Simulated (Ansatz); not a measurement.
The cell below belongs to a search over invented structures; it isn't taken from experiment.

Input and command of a plane-wave DFT calculation in Ansatz:

```yaml
crystal:
  lattice:
    - [3.77332974, 0.0, 0.0]
    - [-1.88666487, 3.26779941, 0.0]
    - [0.0, 0.0, 8.06973274]
  atoms:
    - { symbol: W, position: [0.38894348, 0.0, 0.0] }
    - { symbol: W, position: [0.0, 0.38894348, 0.0] }
    - { symbol: W, position: [0.61105652, 0.61105652, 0.0] }
    - { symbol: Br, position: [0.0, 0.0, 0.5] }
basis:
  ecutwfc: 420
kpoints:
  mp_grid: { grid: [6, 6, 3] }
hamiltonian:
  xc: pbe
scf:
  occupations: { method: gaussian, width: 0.2 }
  lower_state_search: "off"
output:
  forces: true
  stress: true
  eigenvalues: true
relax:
  adjacent_minimum: "off"
  f_tol: 0.08
  max_steps: 16
  cell: { stress_tol: 0.8 }
```

```bash
ansatz run input.yaml --threads 1 --pin off --max-ram 2560MiB --backend cpu --events-out ev --progress --plain --runs-dir out
```

Processor: Intel(R) Xeon(R) Processor @ 2.50GHz (Skylake/Cascade Lake), 1 thread, on a host shared with other jobs.

**Question.** How long does it run, and how much memory does it take?

**Answer.** About 2 min, peak memory 0.37 GiB. It solves 30 bands at 14 k points (after reduction by symmetry) with about 1823 plane waves (on the last cell), in 117 SCF iterations over 16 ionic steps.
